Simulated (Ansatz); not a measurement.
Values for one crystal, relaxed and computed with the program Ansatz at the r²SCAN level (PAW); other levels are named.

```yaml
volume_per_atom: 13.41 Å³
band_gap: 5.45 eV (direct)
Formation energy from the elements (no fitted shifts): -3.64 eV/atom
conduction_band_minimum: at Γ
valence_band_maximum: at Γ
```

**Question.** Which compound is it?
A) As2O3, P2_1/c (Pearson symbol mP20)
B) Y2SiO5, C2/c (Pearson symbol mS64)
C) Li2O2, P6_3/mmc (Li on 2a, Li on 2c, O on 4f)
D) SiC, zinc blende

**Answer.** B, Y2SiO5, C2/c (Pearson symbol mS64)

The first step of the workflow began from a Materials Project structure, measured or hypothetical; the Crystallography Open Database files this formula in space group No. 15, but the cells were not matched. Whether it is the stable phase at ambient conditions was not checked. Symmetry was held in the r²SCAN relaxation; its stability against distortions is not shown here. No spin polarisation was allowed. The references are the lowest solids computed at this level, not always the standard phases (solids in place of the gases). Spin–orbit coupling is left out wherever it is not named.

Potentials: the later of the program's two PAW sets.
